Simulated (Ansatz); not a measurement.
# Magnetovolume behaviour of GdZn (Pm-3m)

The reference geometry is a structure as deposited in COD; nothing is relaxed.

Functional, mesh and filling: LDA, 11×11×11 k mesh, Fermi–Dirac smearing of 0.05 eV. PAW means Ansatz 0.2.0 on its default frozen-core files; LAPW is all-electron LAPW in Ansatz 0.2.0. Site moments are integrated in spheres about the atoms, whose radii differ between the methods.

The reference run was typed so:

```yaml
crystal:
  lattice:
    - [3.618, 0.0, 0.0]
    - [0.0, 3.618, 0.0]
    - [0.0, 0.0, 3.618]
  atoms:
    - { symbol: Gd, position: [0.0, 0.0, 0.0], spin: 7.0 }
    - { symbol: Zn, position: [0.5, 0.5, 0.5] }
magnetization:
  spin_polarized: true
kpoints:
  mp_grid: { grid: [11, 11, 11] }
scf:
  occupations: { method: fermi_dirac, width: 0.05 }
hamiltonian:
  xc: lda
  pseudopotentials: { kind: paw }
output:
  forces: true
  stress: true
  eigenvalues: true
  populations: true
  write_density: true
  write_potential: true
  elf: true
  volumetric_format: npy
```

Command: `ansatz run input.yaml --threads 1 --pin off --max-ram 3072MiB --backend cpu --events-out ev --progress --plain --runs-dir out`

The input for «volume scaled by 1.04» by LAPW differs from it in these lines, output keys apart:

```diff
-    - [3.618, 0.0, 0.0]
-    - [0.0, 3.618, 0.0]
-    - [0.0, 0.0, 3.618]
+    - [3.665610723, 0.0, 0.0]
+    - [0.0, 3.665610723, 0.0]
+    - [0.0, 0.0, 3.665610723]
-  pseudopotentials: { kind: paw }
+  pseudopotentials: { kind: all_electron, lapw: { basis_error: 0.0005 } }
```

The cell shown is scaled evenly to other volumes, and every spin-polarised run starts from the same moments.

The search for lower states is left at its default.

| V/V₀ | Å³/atom | M PAW (μB/cell) | M LAPW (μB/cell) | largest site moment, PAW (μB) | P PAW (GPa) | P LAPW (GPa) | F − F(unpolarised), PAW (meV/atom) |
| --- | --- | --- | --- | --- | --- | --- | --- |
| 0.66 | 15.63 | 7.33 | – | 6.99 | 38.6 | – | -3255 |
| 0.74 | 17.52 | 7.35 | 7.35 | 7.04 | 18.9 | 18.9 | ? |
| 0.8 | 18.94 | 7.37 | 7.37 | 7.06 | 9.5 | 9.5 | -3392 |
| 0.86 | 20.36 | 7.40 | – | 7.08 | ? | – | -3420 |
| 0.92 | 21.79 | 7.39 | – | 7.08 | -1.8 | – | ? |
| 0.96 | 22.73 | 7.39 | 7.38 | 7.08 | -4.1 | -4.1 | -3445 |
| 1 | 23.68 | 7.37 | 7.37 | 7.08 | -5.9 | -5.9 | -3448 |
| 1.04 | 24.63 | 7.36 | 7.35 | 7.07 | -7.4 | -7.4 | -3450 |
| 1.1 | 26.05 | 7.33 | 7.33 | 7.05 | -9.0 | -9.0 | -3447 |
| 1.25 | 29.60 | 7.27 | – | 7.02 | -11.0 | – | -3428 |

**Question.** What belongs in the row "0.92", column "F − F(unpolarised), PAW (meV/atom)"?

**Answer.** -3438.

**Question.** Fill in "F − F(unpolarised), PAW (meV/atom)" for the row "0.74".

**Answer.** -3349.

**Question.** What belongs in the row "0.86", column "P PAW (GPa)"?

**Answer.** 2.9.

The moments survive down to the smallest volume, V/V₀ = 0.66 at 39 GPa, where the largest is 6.99 μB.

**Question.** Fit a third-order Birch–Murnaghan equation to the PAW pressures of the magnetic runs between 0.85 and 1.11 V₀. What are the zero-pressure volume and bulk modulus?

**Answer.** V = 21.18 Å³/atom (0.894 V₀), B = 68 GPa, B′ = 4.3, with a worst miss of 0.01 GPa. Cell shape and inner coordinates are held, so these aren't the relaxed crystal's values unless symmetry fixes them.

The PAW files were made with PBE; the program remakes their cores once for the run's functional and then keeps them frozen. Without U a semilocal functional puts the f levels too near the Fermi level, which can change moments and the order of magnetic states; site and cell moments are spin moments.  Spin–orbit coupling is left out although heavy atoms are present. With open f shells a run can end in a state that isn't the lowest. These are results for the start and cell typed. The real compound can order otherwise, in a larger cell, or not at all, since semilocal functionals at zero temperature often overstate magnetism.
